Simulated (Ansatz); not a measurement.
In:
```
CELL_PARAMETERS angstrom
     -1.69707     1.69707     2.26257
      1.69707    -1.69707     2.26257
      1.69707     1.69707    -2.26257
ATOMIC_POSITIONS crystal
  In 0.00000 0.00000 0.00000
```

Relaxed with PBE+D3(BJ). Special points in fractions of this cell's reciprocal vectors: Γ (0.000, 0.000, 0.000); X (0.000, 0.000, 0.500); P (0.250, 0.250, 0.250); N (0.000, 0.500, 0.000); M (0.500, 0.500, -0.500); S (0.391, 0.609, -0.391); S0 (-0.391, 0.391, 0.391); R (-0.281, 0.281, 0.500); G (0.500, 0.500, -0.281).

Question: List the band energies nearest the Fermi level at these points for PBE+D3(BJ) in the plane-wave PAW code Ansatz.

Answer: In eV from the Fermi level; about four levels below and three above (degenerate sets whole), none deeper than 8.9 eV; … stands for higher levels left out; points with the same levels are listed once.

| k | below | above |
|---|---|---|
| Γ | – | 10.50 10.66 10.66 |
| X | -2.44 -2.44 | 4.16 4.48 … |
| P | -1.79 -0.14 -0.14 | 1.16 … |
| N | -4.33 -3.41 | 7.88 8.76 … |
| M | -1.82 -1.41 | 3.49 3.49 … |
| S | -1.69 -1.00 | 0.39 4.28 … |
| R | -1.41 -0.23 | 0.07 1.56 … |

Space group I4/mmm (body-centred tetragonal). Its axis ratio c/a = 1.33 departs by over 6 % from that of the usual cell of this phase: another minimum, or an error of the functional. Symmetry was held in the PBE+D3(BJ) relaxation; its stability against distortions is not shown here. The pairwise dispersion correction was not fitted to metals. Spin–orbit coupling is left out wherever it is not named.

Potentials: the earlier of the program's two PAW sets.
